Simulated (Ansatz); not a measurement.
SiSe2:
Space group P6₃/mmc (No. 194); a = 3.4470 Å, b = 3.4470 Å, c = 13.0099 Å, α = 90.00°, β = 90.00°, γ = 120.00°

| atom | site | symmetry | x | y | z |
|---|---|---|---|---|---|
| Si | 2c | -6m2 | 0.3333 | 0.6667 | 0.2500 |
| Se | 4f | 3m. | 0.6667 | 0.3333 | 0.1276 |

This is the PBE-relaxed structure.

**Question.** All from PBE in the plane-wave PAW code Ansatz, unless another level is named. Give the electronic character.

**Answer.** metallic (no gap).

**Question.** What about the formation energy from the elements (no fitted shifts)?

**Answer.** 6.2 kJ/mol of atoms.

**Question.** What about the density of states at the Fermi level?

**Answer.** 0.37 states/eV per atom (mean over ±0.08 eV).

Space group P6_3/mmc. A made-up cell: these elements were put on the sites of a structure type; neither database checked (COD, Materials Project) lists it. COD files the formula under space group No. 72, so this cell is another polymorph or a model. Whether it is the stable phase at ambient conditions was not checked. The cell was relaxed with PBE under the symmetry of its start; whether a distortion lowers the energy is not shown. A crystal of weakly bound layers computed without a dispersion correction: the cell and the soft elastic constants depend strongly on that. The references are the lowest solids computed at this level, not always the standard phases. Scalar-relativistic: spin–orbit coupling is off unless named, which matters more the heavier the elements.

Potentials: the later of the program's two PAW sets.
